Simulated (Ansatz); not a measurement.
Here is the system:

Au:
```xyz
2
Lattice="0.0000 3.0821 3.0821 3.0821 0.0000 3.0821 3.0821 3.0821 0.0000" Properties=species:S:1:pos:R:3 pbc="T T T"
Au     0.0000     0.0000     0.0000
Au     1.5410     1.5410     1.5410
```

This is the PBE-relaxed structure.

### Question
All from DFT-PBE in the program Ansatz with PAW potentials, unless another level is named. Estimate the density of states at the Fermi level.

### Answer
0.40 states/eV per atom (mean over ±0.08 eV).

### Question
And the gap with spin–orbit coupling?

### Answer
none (metallic).

Space group Fd-3m (diamond). The start of the workflow was typed in or built on a structure type; neither database checked (COD, Materials Project) lists it. It is not the phase usual at ambient conditions (space group No. 225). The PBE relaxation kept the symmetry of its start; whether a distortion lowers the energy is not shown. Scalar-relativistic: spin–orbit coupling is off unless named, which matters more the heavier the elements.

Potentials: the earlier of the program's two PAW sets.
